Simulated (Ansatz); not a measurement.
SiW (NiAs type, P6_3/mmc) under volume change, PBE in the plane-wave PAW code Ansatz, shape and atoms relaxed at each volume.

```
V (Å³/atom)  E − E(relaxed) (meV/atom)  P (GPa)
-----------  -------------------------  -------
13.652                            95.1    24.53
14.102                            39.9    14.99
14.552                             9.5     6.91
15.002                             0.0     0.00
15.452                             8.4    -5.84
15.902                            32.0   -10.75
16.352                            68.2   -14.92
```

### Question
What does a third-order Birch–Murnaghan fit give for V₀, B₀ and B′?

### Answer
V₀ = 15.00 Å³/atom, B₀ = 210 GPa, B′ = 4.5.

A made-up cell: these elements were put on the sites of a structure type; neither database checked (COD, Materials Project) lists it. Whether it is the stable phase at ambient conditions was not checked. Symmetry was held in the PBE relaxation; its stability against distortions is not shown here. The run is not spin-polarised. Spin–orbit coupling is left out wherever it is not named.

Potentials: the later of the program's two PAW sets.
